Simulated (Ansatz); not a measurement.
NbH in space group Cmme (No. 67; Nb on 4g, H on 4a), PBE in the plane-wave PAW code Ansatz, all energies at zero smearing, with the estimated change up to a 700 eV cutoff added, with one set of potentials and settings (totals compare only within such a set). Cell of 4 atoms (2 Nb, 2 H): -9136.988 eV.

```
element             reference phase  E (eV/atom)
-------  --------------------------  -----------
Nb       Im-3m, 1 atoms in the cell   -4552.2836
H         Cmce, 4 atoms in the cell     -15.8838
```

Formation energy per atom, worked out: (-9136.988 − 2×(-4552.2836) − 2×(-15.8838))/4 = -0.163 eV/atom (-16 kJ per mol of atoms), at 0 K, without zero-point energy or fitted corrections.

The workflow started from a Materials Project entry (that database holds measured and hypothetical structures alike); the Crystallography Open Database copy checked does not list it. Whether it is the stable phase at ambient conditions was not checked. The cell was relaxed with PBE under the symmetry of its start; its stability against distortions is not shown here. The run is not spin-polarised. The references are the lowest solids computed at this level, not always the standard phases (solids in place of the gases).

Potentials: the later of the program's two PAW sets.
